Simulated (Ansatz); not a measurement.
**Data sheet: Zr$_{2}$AlN (DFT)**

Zr2AlN:
```xyz
8
Lattice="3.2439 0.0000 0.0000 -1.6219 2.8093 0.0000 0.0000 0.0000 14.4021" Properties=species:S:1:pos:R:3 pbc="T T T"
Zr     1.6219     0.9364     8.4785
Zr     0.0000     1.8728     5.9237
Zr     0.0000     1.8728     1.2774
Zr     1.6219     0.9364    13.1248
Al     1.6219     0.9364     3.6005
Al     0.0000     1.8728    10.8016
N      0.0000     0.0000     7.2011
N      0.0000     0.0000     0.0000
```

Space group P6_3/mmc (No. 194); conventional cell a = b = 3.2439 Å, c = 14.4021 Å, α = β = 90.00°, γ = 120.00°.

Method: the program Ansatz at the r²SCAN level (PAW). The cell and atoms are relaxed at this level. Other levels are named where they apply.

Cell and energy:

```
Property                                                      Result
-----------------------------------------------------  -------------
Volume per atom                                             16.41 Å³
Density                                                   5.65 g/cm³
Formation energy from the elements (no fitted shifts)  -1.21 eV/atom
```

Electronic structure:

```
Property                                                                     Value
------------------------------------  --------------------------------------------
Electronic character                                             metallic (no gap)
Density of states at the Fermi level  0.37 states/eV per atom (mean over ±0.08 eV)
Gap with spin–orbit coupling                                       none (metallic)
```

Mechanics:

```
Quantity                                                                                        Value
--------------------------------------------  -------------------------------------------------------
Bulk modulus (Birch–Murnaghan fit)                                                            150 GPa
Pressure derivative B′                                                                            4.2
Elastic constants (relaxed ions, GPa)         C11 = 283, C12 = 77.7, C13 = 92.9, C33 = 258, C44 = 117
Mechanical stability                                           stable (all eigenvalues of C positive)
Hill bulk and shear moduli                                                            150 and 104 GPa
Young's modulus                                                                               253 GPa
Poisson's ratio                                                                                  0.22
Debye temperature from the elastic constants                                                    556 K
```

Phonons:

```
Property                                        Value
-----------------------------  ----------------------
Highest zone-centre frequency                513 cm⁻¹
Zone-centre stability          no imaginary mode at Γ
```

Charges:

```
Property                              Result
-------------  -----------------------------
Bader charges  Zr +1.46, Al -0.97, N -1.95 e
```

The first step of the workflow began from a Materials Project structure, measured or hypothetical; the Crystallography Open Database copy checked does not list it. Whether it is the stable phase at ambient conditions was not checked. The cell was relaxed with r²SCAN under the symmetry of its start. The run is not spin-polarised. As this level gives no gap, shear constants depend on the k-mesh and smearing (Fermi–Dirac, 0.1 eV here). As this level gives no gap, phonon frequencies hold no LO–TO term and depend on the k-mesh and smearing (Fermi–Dirac, 0.1 eV here). The references are the lowest solids computed at this level, not always the standard phases (solids in place of the gases). Spin–orbit coupling is left out wherever it is not named.

Potentials: the later of the program's two PAW sets.
